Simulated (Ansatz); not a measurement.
# Structures of Fe2Cl: which is lowest?

Plane-wave DFT in Ansatz with scalar-relativistic PAW potentials, cutoff 420 eV, Γ-centred meshes chosen by cell and gap, Gaussian smearing with energies taken to zero width. Every cell was relaxed (cell and atoms) in a run of its own, within the symmetry of its start. Functional: PBE.

Relaxed structures (starts from databases or built by putting these elements on another compound's sites):
A. P4_2/nmc, 6 atoms in the computed cell, a = 4.103 Å, c = 5.259 Å; sites (symmetry × multiplicity) Fe 2mm. × 4, Cl -4m2 × 2; start: built
B. Fm-3m, 3 atoms in the computed cell, a = 5.612 Å; sites (symmetry × multiplicity) Fe -43m × 8, Cl m-3m × 4; start: built

**Question.** Rank them by energy. Could pressure change the order?

**Answer.**
```csv
structure,group,E − E(lowest) (meV/atom),V (Å³/atom),gap on mesh (eV)
A,P4_2/nmc,0.0,14.76,0.00
B,Fm-3m,97,14.73,0.00
```

A is lowest, 97 meV/atom under B. The two lowest differ in volume by under 3 %, too little for a first-order estimate of what pressure does to that pair (other pairs aren't weighed here); with rigid cells even 3 % in favour of the higher one would need about 35 GPa. Other structures may lie lower than all of these, and vibrations aren't counted.

Moments started parallel, and an antiferromagnetic order may lie lower. Magnetic cells started from one order each; another order can shift an energy by tens of meV per atom.